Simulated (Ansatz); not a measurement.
NaI (rock salt) was relaxed and computed twice in Ansatz (plane waves, PAW), once with LDA and once with r²SCAN.

```tsv
	run 1	run 2
cell	a = b = c = 6.2592 Å, α = β = γ = 90.00°	a = 6.460 Å, b = 6.460 Å, c = 6.460 Å, α = 90.00°, β = 90.00°, γ = 90.00°
gap (eV)	3.62	4.45
ΔH_f (eV/atom)	-1.27	-1.48
B₀ by P(V) fit (GPa)	20.8	17.2
electron conductivity mass (mₑ)	0.24	0.28
```

Task: Which run used which functional?

Result: Run 1 is LDA, run 2 is r²SCAN.

All cells were relaxed under the symmetry of their starts (and spin orders); stability against distortions was not tested throughout. Spin–orbit coupling is left out wherever it is not named.

Potentials: the later of the program's two PAW sets.

Ansatz (an electronic-structure program) is a plane-wave DFT program.

Formation energies count from the lowest solids of the elements computed at the same level, not from gases.
